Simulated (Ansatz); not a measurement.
A geometry of Bi2Se3 away from equilibrium: the start of the relaxation of a relaxed Bi2Se3 cell with every coordinate shifted by Gaussian noise of σ = 0.1 Å. Level of theory: r2SCAN (plane waves to 500 eV, PAW, scalar-relativistic; Ansatz, a quantum-chemistry and plane-wave program). Γ-centred k-mesh 7×7×7 on the run's cell (coarser than for final values), Fermi–Dirac smearing 0.05 eV.

```xyz
5
Lattice="2.0825 1.2024 10.0599 -2.0825 1.2024 10.0599 0.0000 -2.4047 10.0599" Properties=species:S:1:pos:R:3 pbc="T T T"
Bi    -0.0430    -0.1227    12.0391
Bi    -0.1008     0.0239    18.1101
Se    -0.0332    -0.3276     0.0892
Se     0.1384     0.0601     6.6215
Se     0.0813    -0.1673    23.7165
```

**Question.** Predict the force on each atom, in eV/Å.

**Answer.** 
| atom | Fx | Fy | Fz |
|---|---|---|---|
| Bi1 | 0.10 | -0.07 | 0.40 |
| Bi2 | 0.66 | 0.01 | 1.08 |
| Se3 | 0.35 | 0.72 | -0.24 |
| Se4 | -0.84 | -0.52 | -0.92 |
| Se5 | -0.28 | -0.13 | -0.32 |

**Question.** What is the pressure?

**Answer.** +1.0 GPa, compression positive.

**Question.** How far above the relaxed end point is this geometry?

**Answer.** 0.06 eV/atom; the path ends in R-3m (No. 166) (AFLOW prototype A2B3_hR5_166_c_ac (C33, as in Bi2Te3)).

No spin polarisation in the result.
